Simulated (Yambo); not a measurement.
Yambo run on Na₂PdH₄ (space group I4/mmm, No. 139). The wavefunctions come from this Quantum ESPRESSO step (LDA, PseudoDojo standard norm-conserving files, scalar-relativistic):

```
&CONTROL
  calculation = 'nscf'
  pseudo_dir = './pseudo'
  outdir = './out'
/
&SYSTEM
  ibrav = 0
  nat = 7
  ntyp = 3
  ecutwfc = 88.0
  ecutrho = 352.0
  occupations = 'fixed'
  force_symmorphic = .true.
  nbnd = 134
/
&ELECTRONS
  conv_thr = 7.000000000000001e-09
  diago_full_acc = .true.
  diago_thr_init = 1e-08
/
ATOMIC_SPECIES
H 1.0080 H.upf
Na 22.9898 Na.upf
Pd 106.4200 Pd.upf
CELL_PARAMETERS angstrom
 -2.636935000000   2.636935000000   3.243215000000
  2.636935000000  -2.636935000000   3.243215000000
  2.636935000000   2.636935000000  -3.243215000000
ATOMIC_POSITIONS crystal
H   0.220180000000   0.220180000000   0.440360000000
H   0.779820000000   0.779820000000   0.559640000000
H   0.220180000000   0.779820000000  -0.000000000000
H   0.779820000000   0.220180000000   0.000000000000
Na   0.750000000000   0.250000000000   0.500000000000
Na   0.250000000000   0.750000000000   0.500000000000
Pd   0.000000000000   0.000000000000   0.000000000000
K_POINTS automatic
4 4 4 0 0 0
```

Yambo input:

```
rim_cut
gw0
dyson
el_el_corr
HF_and_locXC
ppa
em1d
RandQpts= 1000000
RandGvec= 1 Ry
EXXRLvcs= 88 Ry
VXCRLvcs= 352 Ry
Chimod= "HARTREE"
% BndsRnXp
 7 | 133 |
%
NGsBlkXp= 7 Ry
% LongDrXp
 1.0 | 1.0 | 1.0 |
%
PPAPntXp= 27.2114 eV
% GbndRnge
 1 | 133 |
%
GTermKind= "BG"
DysSolver= "n"
ExtendOut
% QPkrange
 1 | 1 | 20 | 21 |
 3 | 3 | 20 | 21 |
 6 | 6 | 20 | 21 |
 8 | 8 | 20 | 21 |
 13 | 13 | 20 | 21 |
%
```

k points by index: 1 = Γ, 3 = X, 6 = N, 8 = P, 13 = Z.

The o-*.qp file then holds:

```
#    K-point    Band    Eo [eV]    E [eV]    E-Eo [eV]    Vxc [eV]    Vnlxc [eV]    Sc|Eo [eV]    Sc|E [eV]    dSc/dw|Eo [eV]    Re(Z)    Im(Z)
#
    1    20    -0.361900    -1.606723    -1.244822    -11.67556    -14.93284    1.696342    2.012451    -6.909330    0.797500    -0.001550
    1    21    5.552197    6.549931    0.997734    -15.83532    -11.36126    -3.214207    -3.476324    -7.148941    0.791942    0.301616E-3
    3    20    -0.417387    -1.366635    -0.949248    -18.45386    -22.91252    3.237897    3.509406    -7.782230    0.777608    -0.001174
    3    21    3.138766    3.886860    0.748094    -13.94318    -10.66241    -2.360362    -2.532681    -6.267136    0.812799    -0.001416
    6    20    -0.363131    -1.329005    -0.965874    -19.72467    -24.64449    3.669742    3.953939    -8.005488    0.772678    -0.001325
    6    21    4.498508    5.420415    0.921908    -14.56710    -10.49966    -2.922970    -3.145533    -6.568468    0.805549    -0.001315
    8    20    -0.335229    -1.324521    -0.989292    -18.74928    -23.41846    3.394009    3.679893    -7.862402    0.775830    -0.001343
    8    21    2.152893    2.859420    0.706528    -11.82669    -8.495264    -2.472679    -2.624896    -5.861695    0.822763    -0.001366
    13    20    0.000000    -0.937898    -0.937898    -19.10823    -23.53457    3.220298    3.488444    -7.778487    0.777690    -0.001545
    13    21    2.090468    2.768891    0.678423    -8.243251    -4.553160    -2.878253    -3.011668    -5.350363    0.835684    -0.001301
```
(The two width columns are left out.) Convergence of these settings isn't established.

Spin-orbit coupling is not included.

Geometry of the Materials Project entry, not relaxed at this level.

The structure is a Materials Project entry; no match was found in the copy of COD used, and its stability was not checked.
